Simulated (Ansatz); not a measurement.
Ta3Ge:
```xyz
16
Lattice="-5.1759 5.1759 2.5793 5.1759 -5.1759 2.5793 5.1759 5.1759 -2.5793" Properties=species:S:1:pos:R:3 pbc="T T T"
Ta    -1.4926     5.0182     2.6287
Ta     0.1578     3.6833    -0.0495
Ta     6.6686     0.1578     0.0495
Ta     5.0182     1.4926     2.5298
Ta     7.1341     2.9490    -1.3397
Ta     2.2270     1.9582     3.9190
Ta    -1.9582     2.2270     1.2395
Ta     2.9490     3.2178     1.3397
Ta    -0.8687     1.0210     3.9750
Ta     4.1549     4.3072    -1.3958
Ta     6.0446     4.1549     1.3958
Ta     1.0210     0.8687     1.1835
Ge     2.1665     5.4570     0.0693
Ge     4.8949     2.1665    -0.0693
Ge     3.0095    -0.2811     2.6486
Ge     0.2811     3.0095     2.5099
```

Relaxed with r²SCAN. Special points in fractions of this cell's reciprocal vectors: Γ (0.000, 0.000, 0.000); X (0.000, 0.000, 0.500); M (-0.500, 0.500, 0.500); Z (0.312, 0.312, -0.312); Z0 (-0.312, 0.688, 0.312); P (0.250, 0.250, 0.250); N (0.000, 0.500, 0.000).

Q: List the band energies nearest the Fermi level at these points for plane-wave PAW r²SCAN (Ansatz code).

A: In eV from the Fermi level; about four levels below and three above (degenerate sets whole), none deeper than 8.9 eV; points with the same levels are listed once.

| k | below | above |
|---|---|---|
| Γ | -0.55 -0.27 -0.22 -0.22 | 0.52 0.61 0.61 |
| X | -0.81 -0.61 -0.46 -0.31 | 0.21 0.62 0.77 |
| M | -0.24 -0.09 -0.04 -0.04 | 0.23 0.59 0.59 |
| Z | -0.25 -0.19 -0.15 -0.15 | 0.62 0.82 0.82 0.82 |
| P | -0.64 -0.55 -0.12 -0.03 | 0.12 0.40 0.54 |
| N | -0.62 -0.35 -0.20 -0.12 | 0.13 0.30 0.63 |

Space group I-4. The workflow started from a Materials Project entry (that database holds measured and hypothetical structures alike); the Crystallography Open Database copy checked does not list it. Its standing as an ambient phase is unchecked. Symmetry was held in the r²SCAN relaxation; its stability against distortions is not shown here. No spin polarisation was allowed. Spin–orbit coupling is left out wherever it is not named.

Potentials: the later of the program's two PAW sets.
